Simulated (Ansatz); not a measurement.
## Band table of AgCl (Chlorargyrite)

```
CELL_PARAMETERS angstrom
0.00000 2.80534 2.80534
2.80534 0.00000 2.80534
2.80534 2.80534 0.00000
ATOMIC_POSITIONS crystal
Ag 0.00000 0.00000 0.00000
Cl 0.50000 0.50000 0.50000
```

The cell comes from a relaxation on PAW files under the same functional, begun from a database entry that needn't be the ground state.

Computed with Ansatz 0.2.0; functional PBE, non-relativistic. Settings: a Γ-centred 9×9×9 k mesh, Fermi–Dirac smearing of 0.02 eV, no spin polarisation. Methods: LAPW: all electrons, basis error target 0.5 meV/atom.

This run: no relativity.

Path points, in fractions of the reciprocal vectors: Γ (0.000, 0.000, 0.000), X (0.500, 0.000, 0.500), U (0.625, 0.250, 0.625), K (0.375, 0.375, 0.750), L (0.500, 0.500, 0.500), W (0.500, 0.250, 0.750). The distance column jumps between branches of the path. Levels in eV from the valence-band top; bands 9 to 19, counted from the lowest band of the run. The gap is 1.67 eV, the pressure 1.78 GPa.

```
# k(1/Å) point b9 b10 b11 b12 b13 b14 b15 b16 b17 b18 b19
0.000 Γ -14.50 -2.44 -2.44 -2.44 -2.40 -2.40 -1.94 -1.94 -1.94 1.67 10.82
0.140 - -14.48 -2.79 -2.50 -2.50 -2.45 -2.40 -1.88 -1.88 -1.66 1.91 10.47
0.280 - -14.43 -3.33 -2.62 -2.62 -2.48 -2.38 -1.77 -1.77 -1.39 2.55 9.87
0.420 - -14.35 -3.77 -2.72 -2.72 -2.53 -2.35 -1.70 -1.70 -1.25 3.38 8.78
0.560 - -14.27 -4.05 -2.77 -2.77 -2.58 -2.32 -1.69 -1.69 -1.24 4.05 7.81
0.700 - -14.19 -4.14 -2.77 -2.77 -2.63 -2.29 -1.75 -1.75 -1.34 4.15 7.67
0.840 - -14.14 -4.07 -2.73 -2.73 -2.68 -2.27 -1.86 -1.86 -1.56 3.81 8.14
0.980 - -14.10 -3.91 -2.71 -2.66 -2.66 -2.25 -1.97 -1.97 -1.81 3.49 8.13
1.120 X -14.09 -3.82 -2.72 -2.63 -2.63 -2.24 -2.03 -2.03 -1.94 3.37 8.08
1.169 - -14.09 -3.82 -2.78 -2.68 -2.58 -2.18 -2.03 -2.02 -1.93 3.39 8.08
1.219 - -14.09 -3.82 -2.90 -2.80 -2.53 -2.04 -2.03 -2.02 -1.89 3.46 8.06
1.268 - -14.08 -3.81 -3.03 -2.93 -2.49 -2.03 -2.00 -1.88 -1.85 3.56 8.03
1.318 - -14.08 -3.80 -3.18 -3.06 -2.45 -2.04 -1.99 -1.79 -1.70 3.69 7.97
1.367 - -14.08 -3.78 -3.33 -3.18 -2.41 -2.05 -1.96 -1.75 -1.53 3.86 7.90
1.417 - -14.07 -3.76 -3.48 -3.29 -2.37 -2.05 -1.94 -1.70 -1.34 4.05 7.79
1.466 - -14.07 -3.74 -3.63 -3.39 -2.34 -2.07 -1.91 -1.66 -1.16 4.26 7.66
1.516 U -14.07 -3.77 -3.72 -3.48 -2.30 -2.08 -1.88 -1.63 -0.99 4.48 7.49
2.202 K -14.07 -3.77 -3.72 -3.48 -2.30 -2.08 -1.88 -1.63 -0.99 4.48 7.49
2.350 - -14.07 -4.11 -3.69 -3.62 -2.20 -2.12 -1.78 -1.58 -0.51 5.21 6.84
2.499 - -14.10 -4.28 -3.79 -3.49 -2.17 -2.14 -1.68 -1.57 -0.17 5.94 6.11
2.647 - -14.16 -4.25 -3.78 -3.33 -2.23 -2.14 -1.62 -1.59 -0.06 5.19 6.87
2.795 - -14.24 -4.03 -3.66 -3.14 -2.30 -2.18 -1.64 -1.61 -0.21 4.31 7.83
2.944 - -14.33 -3.64 -3.44 -2.93 -2.35 -2.26 -1.71 -1.66 -0.57 3.43 8.78
3.092 - -14.42 -3.14 -3.11 -2.72 -2.40 -2.34 -1.79 -1.76 -1.06 2.59 9.47
3.241 - -14.48 -2.72 -2.66 -2.53 -2.43 -2.41 -1.88 -1.87 -1.58 1.94 10.30
3.389 Γ -14.50 -2.44 -2.44 -2.44 -2.40 -2.40 -1.94 -1.94 -1.94 1.67 10.82
3.511 - -14.48 -2.60 -2.60 -2.54 -2.43 -2.43 -1.98 -1.73 -1.73 1.85 10.40
3.632 - -14.44 -2.89 -2.89 -2.83 -2.39 -2.39 -2.01 -1.39 -1.39 2.31 9.63
3.753 - -14.38 -3.26 -3.17 -3.17 -2.35 -2.35 -1.99 -1.04 -1.04 2.90 8.84
3.874 - -14.31 -3.70 -3.41 -3.41 -2.29 -2.29 -1.94 -0.71 -0.71 3.52 8.16
3.996 - -14.23 -4.10 -3.61 -3.61 -2.23 -2.23 -1.88 -0.43 -0.43 4.05 7.65
4.117 - -14.16 -4.40 -3.75 -3.75 -2.18 -2.18 -1.82 -0.20 -0.20 4.42 7.36
4.238 - -14.12 -4.60 -3.84 -3.84 -2.14 -2.14 -1.77 -0.05 -0.05 4.59 7.26
4.359 L -14.10 -4.67 -3.87 -3.87 -2.13 -2.13 -1.76 0.00 0.00 4.63 7.25
4.458 - -14.10 -4.64 -3.86 -3.86 -2.13 -2.13 -1.76 -0.08 -0.03 4.74 7.03
4.557 - -14.09 -4.56 -3.84 -3.83 -2.15 -2.13 -1.78 -0.31 -0.12 5.05 6.60
4.656 - -14.09 -4.44 -3.80 -3.79 -2.17 -2.12 -1.80 -0.62 -0.26 5.49 6.16
4.755 - -14.08 -4.29 -3.75 -3.74 -2.18 -2.12 -1.82 -0.96 -0.44 5.76 6.00
4.854 - -14.07 -4.12 -3.69 -3.68 -2.18 -2.12 -1.85 -1.29 -0.65 5.44 6.55
4.953 - -14.06 -3.97 -3.63 -3.63 -2.16 -2.10 -1.89 -1.58 -0.86 5.21 7.11
5.052 - -14.06 -3.86 -3.58 -3.58 -2.11 -2.06 -1.93 -1.82 -1.01 5.06 7.67
5.151 W -14.06 -3.82 -3.57 -3.57 -2.03 -2.02 -1.97 -1.97 -1.07 5.02 8.08
5.221 - -14.06 -3.79 -3.63 -3.49 -2.03 -2.02 -2.00 -1.96 -1.09 4.91 8.01
5.291 - -14.06 -3.72 -3.69 -3.40 -2.05 -2.03 -2.02 -1.96 -1.15 4.65 7.97
5.361 - -14.07 -3.73 -3.59 -3.30 -2.12 -2.03 -2.02 -1.97 -1.26 4.33 7.96
5.431 - -14.07 -3.77 -3.42 -3.18 -2.20 -2.03 -2.03 -1.98 -1.40 4.01 7.98
5.501 - -14.08 -3.79 -3.22 -3.06 -2.30 -2.03 -2.03 -2.00 -1.58 3.74 8.01
5.571 - -14.08 -3.81 -2.99 -2.94 -2.41 -2.06 -2.03 -2.01 -1.77 3.54 8.04
5.641 - -14.09 -3.82 -2.81 -2.76 -2.53 -2.14 -2.03 -2.02 -1.91 3.42 8.07
5.711 X -14.09 -3.82 -2.72 -2.63 -2.63 -2.24 -2.03 -2.03 -1.94 3.37 8.08
```
